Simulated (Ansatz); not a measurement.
The relaxed structure here is a generated cell of CdTe: the first start was made by placing the elements on the sites of a structure type, and the end was not matched to a known phase here, so it may be hypothetical. Known forms of CdTe include space group No. 216.

A relaxed structure of CdTe. Space group P6₂22 (No. 180). These are PBE (plane waves to 420 eV, PAW, scalar-relativistic; Ansatz, a quantum-chemistry and plane-wave program) values and carry that method's errors.

```cif
data_Cd3Te3
_chemical_formula_sum 'Cd3 Te3'
_space_group_name_H-M_alt 'P 1'
_space_group_IT_number 1
_cell_length_a 4.62195
_cell_length_b 4.62195
_cell_length_c 10.46804
_cell_angle_alpha 90.000
_cell_angle_beta 90.000
_cell_angle_gamma 120.000
loop_
_space_group_symop_operation_xyz
  'x, y, z'
loop_
_atom_site_label
_atom_site_type_symbol
_atom_site_fract_x
_atom_site_fract_y
_atom_site_fract_z
_atom_site_occupancy
Cd1 Cd 0.50000 0.00000 0.50000 1
Cd2 Cd 0.00000 0.50000 0.16667 1
Cd3 Cd 0.50000 0.50000 0.83333 1
Te1 Te 0.50000 0.00000 0.00000 1
Te2 Te 0.00000 0.50000 0.66667 1
Te3 Te 0.50000 0.50000 0.33333 1
```

Give the band gap at the level PBE.

0.02 eV, direct within 0.03 eV (at Γ) (no spin-orbit coupling).

What smallest direct gap does PBE give?

0.05 eV at Γ.

No spin polarisation in the result. Without spin-orbit coupling the bands of the heavy element are not split, so the gap can be far off.

The run could not lose the symmetry of its start: the end is stationary, and may be a saddle point rather than a minimum.
